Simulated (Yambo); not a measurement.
LiHS (space group Pmc2_1, No. 26): a test of whether the lowest BSE state is resolved, against the k mesh (Yambo, LDA bands; otherwise 12 valence and 20 conduction bands, static screening with 89 bands and a 3 Ry block, scissor 2.51 eV, Tamm-Dancoff).

```
k mesh  direct gap (eV)  lowest state (eV)  difference (eV)  k points taking part  rough cost
------  ---------------  -----------------  ---------------  --------------------  ----------
2×2×1              5.74               4.65             1.09                   1.2  about 1/20
2×4×2              5.74               4.86             0.88                   1.3   about 1/4
4×4×2              5.74               5.00             0.74                   1.6           1
```

The last step moves the difference by 0.14 eV. Even the densest mesh doesn't resolve the state: none of these energies is a result, and the difference is no binding energy.

These are vertical excitations (zero momentum). The scissor comes from a G0W0 run whose convergence isn't established; costs are rough.

Geometry of the Materials Project entry, not relaxed at this level; primitive cell a = 6.101 Å, b = 3.923 Å, c = 7.833 Å, α = β = γ = 90.00°.
